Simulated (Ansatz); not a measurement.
Consider the following.

ScZn:
```
CELL_PARAMETERS angstrom
      3.30142     0.00000     0.00000
      0.00000     3.30142     0.00000
      0.00000     0.00000     3.30142
ATOMIC_POSITIONS crystal
  Zn 0.50000 0.50000 0.50000
  Sc 0.00000 0.00000 0.00000
```

This is the PBEsol-relaxed structure.

Problem. All from plane-wave PAW PBEsol (Ansatz code), unless another level is named. Predict the density of states at the Fermi level.

Solution. 0.96 states/eV per atom (mean over ±0.08 eV).

Problem. Give the formation energy from the elements (no fitted shifts).

Solution. -0.39 eV/atom.

Space group Pm-3m (CsCl type). The workflow started from an entry of the Crystallography Open Database (COD). Its standing as an ambient phase is unchecked. The cell was relaxed with PBEsol under the symmetry of its start; of distortions, only those at the zone centre were tested. No spin polarisation was allowed. The references are the lowest solids computed at this level, not always the standard phases.

Potentials: the later of the program's two PAW sets.
